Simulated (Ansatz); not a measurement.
The elements of this relaxed trial crystal are hidden behind letters.

```
lattice vectors (Å)
   3.1773    0.0000    0.0000
  -1.5887    2.7516    0.0000
   0.0000    0.0000    9.2716
fractional positions
X 0.3333 0.6667 0.5000
Z 0.0000 0.0000 0.8056
Z 0.0000 0.0000 0.1944
Q 0.3333 0.6667 0.0000
```

Theory: DFT PBE, scalar-relativistic, plane waves, PAW in Ansatz. The final run on the 4-atom cell used 420 eV, a Γ-centred 18×18×6 mesh, 0.10 eV smearing and no spin polarisation.

| Item | Value |
| --- | --- |
| Space group | P-6m2 (No. 187) |
| Conventional cell | a = 3.177 Å, c = 9.272 Å |
| Volume per atom | 20.27 Å³ |
| Density | 6.80 g/cm³ |
| Formation energy | +0.24 eV/atom |
| Gap on the 18×18×6 mesh of the 4-atom cell | 0 eV (a metal) |

Energies are uncorrected and count from the elements' standard states at the same level.

Question: X is an s-block element of period 5, Z is a p-block element of period 3 and Q is a d-block element of period 6. Which elements are they?

Answer: X = Sr, Z = Al, Q = Os, so the formula is SrAl2Os. Density times volume gives a mean mass of 6.80 × 20.27/1.6605 = 83.0 u per atom, and this set has 83.0 u. Around Sr lie 6 Sr at 3.18 Å and 6 Al at 3.38 Å; Al has 3 Os at 2.57 Å, 6 Al at 3.18 Å and 3 Sr at 3.38 Å; Os is surrounded by 6 Al at 2.57 Å and 6 Os at 3.18 Å. Other sets within the hints have nearly the same mass, so mass alone doesn't settle it; this one was computed.

These runs have no spin–orbit coupling, which can matter for Os. Symmetry constrained the relaxation, so the result can be a saddle point. Another cell of SrAl2Os relaxed alike, in P4/mmm, lies 0.42 eV/atom lower, so this cell isn't the stable form at this level.
